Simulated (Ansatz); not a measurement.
## How far is PAW off for Ga?

```xyz
4
Lattice="2.2553 -3.8224 0.0000 2.2553 3.8224 0.0000 0.0000 0.0000 4.5167" Properties=species:S:1:pos:R:3 pbc="T T T"
Ga    2.2553    2.6566    0.3546
Ga    2.2553   -1.1658    1.9038
Ga    2.2553   -2.6566    4.1621
Ga    2.2553    1.1658    2.6129
```

Atoms are numbered in the order listed.

The cell is COD entry 9008562, as deposited and not checked against the literature; nothing was relaxed.

All numbers are computed: DFT, PBEsol, PAW with Ansatz's default frozen-core files, scalar-relativistic (Ansatz 0.2.0); DFT, PBEsol, all-electron PAW with datasets made for the crystal, scalar-relativistic (Ansatz 0.2.0); DFT, PBEsol, all-electron LAPW, scalar-relativistic (Ansatz 0.2.0).

For PAW: a Γ-centred 9×9×8 k mesh, Fermi–Dirac smearing of 0.05 eV, cutoff 420 eV, no spin polarisation; the PAW files were made with PBE, and the program remakes their frozen cores for this functional. The crystal-made all-electron datasets (AE datasets) take a cutoff of 320 eV at this cell. LAPW targets a basis error of 1 meV/atom. The Ansatz runs share mesh, smearing and spin set-up. Plane-wave (PAW) pressures include the program's estimate of the Pulay term.

Stress and pressure are positive in compression.

Levels count from the Fermi level.

```
                       quantity     PAW  AE datasets    LAPW
                 pressure (GPa)   -1.19        -1.17   -1.17
                stress xx (GPa)   -1.88        -1.85   -1.84
                stress yy (GPa)    0.28         0.29    0.29
                stress zz (GPa)   -1.98        -1.95   -1.94
         force on Ga1, y (eV/Å)  -0.425       -0.424  -0.423
 highest filled level at T (eV)  -0.886       -0.886  -0.886
   lowest empty level at T (eV)   6.613        6.618   6.618
 highest filled level at Γ (eV)  -0.875       -0.876  -0.876
   lowest empty level at Γ (eV)   0.916        0.915   0.915
highest filled level at Σ0 (eV)  -0.069       -0.068  -0.068
  lowest empty level at Σ0 (eV)   1.014        1.014   1.014
```
